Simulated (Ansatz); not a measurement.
HgS:
```cif
data_Hg3S3
_chemical_formula_sum 'Hg3 S3'
_space_group_name_H-M_alt 'P3221'
_space_group_IT_number 154
_space_group_name_Hall 'P 32 2"'
_cell_length_a 4.03699
_cell_length_b 4.03699
_cell_length_c 9.28108
_cell_angle_alpha 90.000
_cell_angle_beta 90.000
_cell_angle_gamma 120.000
loop_
_atom_site_label
_atom_site_type_symbol
_atom_site_symmetry_multiplicity
_atom_site_Wyckoff_symbol
_atom_site_fract_x
_atom_site_fract_y
_atom_site_fract_z
_atom_site_occupancy
Hg1 Hg 3 a 0.31142 0.31142 0.00000 1
S1 S 3 b 0.48268 0.48268 0.50000 1
```

Relaxed with LDA. 

**Question.** HSE06 on this cell (Ansatz, a quantum-chemistry and plane-wave program, PAW) gives a gap of 1.86 eV. What does LDA give?

**Answer.** 0.97 eV.

Cost on shared cores: the LDA run (SCF on a 8×8×3 mesh, then bands and DOS) about 100 core-seconds (a rough figure), the HSE06 run (SCF on 5×5×2, then a few points) around 2.8 core-minutes (rough); the tasks are unlike.

Space group P3_221. The cell was relaxed with LDA under the symmetry of its start. A crystal of weakly bound chains computed without a dispersion correction: the cell and the soft elastic constants depend strongly on that. Spin–orbit coupling is left out wherever it is not named.

Potentials: the later of the program's two PAW sets.

Ansatz is a plane-wave DFT program.
